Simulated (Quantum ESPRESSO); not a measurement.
```
CELL_PARAMETERS angstrom
      5.28604     0.00000     0.00000
     -2.64302     4.57784     0.00000
      0.00000     0.00000     8.62942
ATOMIC_POSITIONS crystal
  O  0.02146 0.51073 0.49543
  O  0.51073 0.02146 0.99543
  O  0.48927 0.51073 0.49543
  O  0.97854 0.48927 0.99543
  O  0.48927 0.97854 0.49543
  O  0.51073 0.48927 0.99543
  O  0.33333 0.66667 0.26155
  O  0.66667 0.33333 0.76155
  Al 0.33333 0.66667 0.06195
  Al 0.66667 0.33333 0.56195
  P  0.66667 0.33333 0.93699
  P  0.33333 0.66667 0.43699
```

The geometry is that of Materials Project entry mp-545974, symmetrised and not relaxed again.

**Question.** What does PBEsol (Quantum ESPRESSO, PseudoDojo norm-conserving, 84 Ry, scalar-relativistic) give for the electronic structure near the Fermi level?

**Answer.** The PBEsol gap is direct, 5.55 eV at Γ. Another valence extremum on the path lies within 0.02 eV, too close to call.
